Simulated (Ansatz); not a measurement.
CaS:
```cif
data_Ca4S4
_chemical_formula_sum 'Ca4 S4'
_space_group_name_H-M_alt 'Fm-3m'
_space_group_IT_number 225
_space_group_name_Hall '-F 4 2 3'
_cell_length_a 5.71185
_cell_length_b 5.71185
_cell_length_c 5.71185
_cell_angle_alpha 90.000
_cell_angle_beta 90.000
_cell_angle_gamma 90.000
loop_
_atom_site_label
_atom_site_type_symbol
_atom_site_symmetry_multiplicity
_atom_site_Wyckoff_symbol
_atom_site_fract_x
_atom_site_fract_y
_atom_site_fract_z
_atom_site_occupancy
Ca1 Ca 4 a 0.00000 0.00000 0.00000 1
S1 S 4 b 0.50000 0.50000 0.50000 1
```
(The calculation used a cell of 2 atoms; values per cell refer to that cell.)

This is the PBE-relaxed structure.

**Question.** All from DFT-PBE in the program Ansatz with PAW potentials, unless another level is named. Give the smallest direct gap on the standard path.

**Answer.** 3.18 eV.

**Question.** What about the band gap?

**Answer.** 2.38 eV (indirect).

**Question.** Predict the formation energy from the elements (no fitted shifts).

**Answer.** -2.17 eV/atom.

**Question.** What about the conduction-band minimum?

**Answer.** at X (3 equivalent valleys).

**Question.** Next, the valence-band maximum?

**Answer.** at Γ.

The cell was relaxed with PBE under the symmetry of its start. The references are the lowest solids computed at this level, not always the standard phases.

Potentials: the later of the program's two PAW sets.
